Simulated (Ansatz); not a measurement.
Consider the following.

Li (bcc, W type), conventional cell a = 3.476 Å, b = 3.476 Å, c = 3.476 Å, α = 90.00°, β = 90.00°, γ = 90.00°. The calculation uses the primitive cell of 1 atom, to which meshes and values per cell refer.

This relaxed cell (volume V₀) is scaled evenly in all directions, its shape held. Symmetry pins the atoms to their sites.

Level of theory: r2SCAN (plane waves to 500 eV, PAW, scalar-relativistic; Ansatz, a program for electronic structure). k mesh 19×19×19 (Γ-centred), Fermi-Dirac smearing 0.05 eV. The energy includes the smearing's −TS. Compression counts positive. Li was relaxed with its symmetry unable to fall. The PAW data are Ansatz's earlier set. ΔE is measured from the relaxed starting cell.

The scan covers V/V₀ from 0.840 to 1.160 in 11 points.

Question: What is ΔE at V/V₀ = 1.160?

Answer: 18 meV/atom.

Question: What is ΔE at V/V₀ = 0.840?

Answer: 28 meV/atom.

Question: What pressure does the cell carry at V/V₀ = 0.840?

Answer: 3.0 GPa.

(Under strain, the slope of the energy per volume gives the stress and its curvature an elastic modulus.)
